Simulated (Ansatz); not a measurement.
MgO (rock salt)

```yaml
crystal:
  lattice:
    - [0.00000, 4.25375, 4.25375]
    - [2.12687, 0.00000, 2.12687]
    - [2.12687, 2.12687, 0.00000]
  atoms:
    - { symbol: O, position: [0.00000, 0.00000, 0.00000] }
    - { symbol: O, position: [0.50000, 0.00000, 0.00000] }
    - { symbol: Mg, position: [0.25000, 0.50000, 0.50000] }
    - { symbol: Mg, position: [0.75000, 0.50000, 0.50000] }
```

In this cell atom 1 (O, nearest neighbour Mg at 2.127 Å; its periodic images, 3.0 Å or more away, move with it) is moved by s along Cartesian z, unit vector (0.000, 0.000, 1.000); all other atoms and the cell stay fixed.

Method: PBE (plane waves to 420 eV, PAW, scalar-relativistic; Ansatz, a program for electronic structure). k mesh 11×11×11 (Γ-centred), Fermi-Dirac smearing 0.05 eV. Energies are smeared free energies. Left out: 2 of 11 points, with atoms too close for the PAW data. F∥ is the force on the atom along that direction. MgO was relaxed with its symmetry unable to fall. The zero of ΔE is the undisplaced structure.

```
s (Å)    F∥ (eV/Å)  ΔE (meV/cell)
------  ----------  -------------
-0.512       9.672           1677
-0.384  (withheld)            759
-0.256  (withheld)            285
-0.128       1.038     (withheld)
0.000        0.000              0
0.128       -1.038     (withheld)
0.256   (withheld)            285
0.384   (withheld)            759
0.512       -9.672           1677
```

Task: Some entries are withheld; supply them.

Result: 
- -0.384, F∥ (eV/Å): 5.105
- -0.256, F∥ (eV/Å): 2.539
- -0.128, ΔE (meV/cell): 64
- 0.128, ΔE (meV/cell): 64
- 0.256, F∥ (eV/Å): -2.539
- 0.384, F∥ (eV/Å): -5.105

(A displaced cell: forces are minus the slopes of the energy, force constants its curvatures, and phonons follow from these.)
